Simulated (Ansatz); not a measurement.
TiPd₂:
```
CELL_PARAMETERS angstrom
     -1.53778     1.71263     4.32134
      1.53778    -1.71263     4.32134
      1.53778     1.71263    -4.32134
ATOMIC_POSITIONS crystal
  Ti 0.00000 0.00000 0.00000
  Pd 0.65785 0.65785 0.00000
  Pd 0.34215 0.34215 0.00000
```

Relaxed with r²SCAN. Special points in fractions of this cell's reciprocal vectors: Γ (0.000, 0.000, 0.000); X (0.500, 0.500, -0.500); F2 (0.282, 0.718, -0.282); Σ0 (-0.282, 0.282, 0.282); Y0 (0.289, -0.289, 0.289); U0 (0.711, 0.289, -0.289); R (0.000, 0.500, 0.000); W (0.250, 0.250, 0.250); S (0.500, 0.000, 0.000); T (0.000, 0.000, 0.500).

Q: List the band energies nearest the Fermi level at these points for the program Ansatz at the r²SCAN level (PAW).

A: In eV from the Fermi level; about four levels below and three above (degenerate sets whole), none deeper than 8.9 eV; points with the same levels are listed once.

| k | below | above |
|---|---|---|
| Γ | -2.59 -2.46 -1.62 -0.62 | 0.69 1.00 1.35 |
| X | -2.28 -2.20 -1.82 -0.83 | 0.56 1.91 2.02 |
| F2 | -1.55 -1.45 -0.44 -0.35 | 0.72 1.42 1.58 |
| Y0 | -1.32 -1.13 -1.13 -0.56 | 0.90 1.60 1.83 |
| R | -2.65 -2.09 -1.46 -0.52 | 0.66 1.03 1.63 |
| W | -1.27 -0.75 -0.71 -0.47 | 1.67 2.70 3.56 |
| S | -2.50 -2.50 -1.66 -1.33 -0.52 | 0.52 1.06 1.50 |
| T | -1.81 -1.20 -0.98 -0.78 | 0.48 1.61 1.69 |

Space group Immm. The workflow started from a Materials Project entry (that database holds measured and hypothetical structures alike); the Crystallography Open Database copy checked does not list it. With Ti and Pd taken as one species the cell has the higher symmetry I4/mmm, so it may be an ordered model of a mixed-site phase. Whether it is the stable phase at ambient conditions was not checked. The r²SCAN relaxation kept the symmetry of its start; its stability against distortions is not shown here. No spin polarisation was allowed. Scalar-relativistic: spin–orbit coupling is off unless named, which matters more the heavier the elements.

Potentials: the later of the program's two PAW sets.
